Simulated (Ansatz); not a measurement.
Pb₂Au:
```cif
data_Au4Pb8
_chemical_formula_sum 'Pb8 Au4'
_space_group_name_H-M_alt 'I4/mcm'
_space_group_IT_number 140
_space_group_name_Hall '-I 4 2c'
_cell_length_a 7.32135
_cell_length_b 7.32135
_cell_length_c 5.67753
_cell_angle_alpha 90.000
_cell_angle_beta 90.000
_cell_angle_gamma 90.000
loop_
_atom_site_label
_atom_site_type_symbol
_atom_site_symmetry_multiplicity
_atom_site_Wyckoff_symbol
_atom_site_fract_x
_atom_site_fract_y
_atom_site_fract_z
_atom_site_occupancy
Pb1 Pb 8 h 0.34040 0.15960 0.00000 1
Au1 Au 4 a 0.00000 0.00000 0.25000 1
```
(The calculation used a cell of 6 atoms; values per cell refer to that cell.)

Relaxed at zero pressure with the program Ansatz at the PBEsol level (PAW).

Task: The volume is raised by 3 % and shape and atoms relax at that volume. What pressure results, and how do the axes share the change?

Result: -1.9 GPa; a 1.1 %, b 1.1 %, c 0.8 %; the energy rises by 5 meV/atom.

Task: Give the new structure.

Result: 
Space group I4/mcm (No. 140); a = b = 7.3991 Å, c = 5.7256 Å, α = β = γ = 90.00°

```csv
atom,site,symmetry,x,y,z
Pb,8h,m.2m,0.3396,0.1604,0.0000
Au,4a,422,0.0000,0.0000,0.2500
```

The phase is kept; no other phase was compared at this pressure.

The first step of the workflow began from a Materials Project structure, measured or hypothetical; the Crystallography Open Database files this formula in space group No. 140, but the cells were not matched. Whether it is the stable phase at ambient conditions was not checked. The cell was relaxed with PBEsol under the symmetry of its start; of distortions, only those at the zone centre were tested. Axis ratios of metals converge slowly with the k-mesh, so a and c are less sure than the volume. Spin–orbit coupling is left out wherever it is not named.

Potentials: the later of the program's two PAW sets.
